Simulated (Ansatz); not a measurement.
## rocksalt-structured IrSe

Method: r²SCAN, scalar-relativistic; no spin polarisation; PAW, 500 eV, 12×12×12 k-mesh, Gaussian smearing of 0.05 eV; code Ansatz; PAW files: Ansatz's generated set soft_2.

```yaml
crystal:
  lattice:
    - [0.00000, 2.57593, 2.57593]
    - [2.57593, 0.00000, 2.57593]
    - [2.57593, 2.57593, 0.00000]
  atoms:
    - { symbol: Ir, position: [0.50000, 0.50000, 0.50000] }
    - { symbol: Se, position: [0.00000, 0.00000, 0.00000] }
```

The start was a prototype's sites filled with these elements, not a measured cell.

The run above is the reference. The same cell was run again with other input settings; several of them aren't fit for production, so the rows show the settings' effect and aren't properties of the material.

```tsv
keys changed	outcome	ΔE (meV/atom)	P (GPa)	gap on the mesh (eV)	cell moment (μB)	largest force component (eV/Å)	SCF iterations	rough core-seconds	new warnings
none (reference)	converged	0.0	0.0	metal	–	0.000	–	–	–
hamiltonian.pseudopotentials: {"kind": "nc", "accuracy": "standard"}; scf.algorithm: "density_mixing"; scf.mixing.algorithm: "anderson"; scf.mixing.beta: 0.1	converged	–	-4.4	metal	–	0.000	17	13	cutoff below recommended; pbe made norm conserving files
hamiltonian.xc: "r2scan" → "pbe"; hamiltonian.dispersion: "d4"	converged	–	-2.7	metal	–	0.000	6	3	–
scf.algorithm: "direct_min"	converged	0.0	0.0	metal	–	0.000	5	19	–
scf.lower_state_search: "standard"	converged	0.0	0.0	metal	–	0.000	7	8	–
```

These changes also left energy (to 0.1 meV/atom), pressure, gap, moment and forces as in the reference: scf.convergence.dr2_threshold: 0.0001; scf.mixing.preconditioner: "resta".

ΔE is the energy with the smearing extrapolated to zero. It is left out where the change alters the Hamiltonian or the spin treatment. The varied runs start from atomic densities (corrected by the program's trained start where that serves), with the default search for lower states unless a row changes it.

Question: What happens with these changes: scf.eigensolver.kind: "davidson"; scf.algorithm: "density_mixing"; scf.occupations.method: "gaussian" → "fermi_dirac"?

Answer: outcome converged, ΔE (meV/atom) -0.4, P (GPa) 0.0, gap on the mesh (eV) metal, largest force component (eV/Å) 0.000, SCF iterations 7, rough core-seconds 7.

Changing scf.algorithm only steers the path to self-consistency, so the energy stays within 0.5 meV/atom.

Other pseudopotential files need their own cutoff; where it is too low, pressure and moments show the cutoff and not the files.

The pair part of a dispersion correction pulls inward (a three-body part mostly pushes out), and in metals and ionic crystals with large ions it often overbinds.

2 further runs (cut off, refused for memory, with changed atoms or starts, or in doubt) are left out.

Of the reference: Spin–orbit coupling, which matters for such heavy elements, is left out. The cell is a metal with an odd number of electrons, and spin polarisation wasn't tried.
